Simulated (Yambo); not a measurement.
Yambo run on K3CoF6 (space group Fm-3m, No. 225). The wavefunctions are PBEsol (pw.x of Quantum ESPRESSO, ONCV potentials, no spin-orbit coupling) ones on a 2×2×2 mesh (43 occupied bands); a = 6.0481 Å, b = 6.0481 Å, c = 6.0481 Å, α = 60.00°, β = 60.00°, γ = 60.00°.

Yambo input:

```
rim_cut
HF_and_locXC
RandQpts= 1000000
RandGvec= 1 Ry
EXXRLvcs= 96 Ry
VXCRLvcs= 384 Ry
% QPkrange
 1 | 1 | 43 | 44 |
 2 | 2 | 43 | 44 |
 3 | 3 | 43 | 44 |
%
```

k points by index: 1 = Γ, 2 = L, 3 = X.

Resulting energies as the program prints them:

```
#    K-point    Band    Eo [eV]    Ehf [eV]    Vxc [eV]    Vnlxc [eV]
#
    1    43    -0.113335    -8.704616    -28.81208    -37.40336
    1    44    1.419968    9.178361    -28.72656    -20.96817
    2    43    -0.046885    -8.661745    -29.04079    -37.65565
    2    44    1.548645    9.216906    -28.94643    -21.27817
    3    43    0.000000    -8.623760    -29.19337    -37.81713
    3    44    1.321495    9.063870    -28.25068    -20.50831
```
Exchange alone, without screening.

Geometry of the Materials Project entry, not relaxed at this level.

The structure is a Materials Project entry; no match was found in the copy of COD used, and its stability was not checked.

The runs are not spin-polarised; magnetic order was not tried.
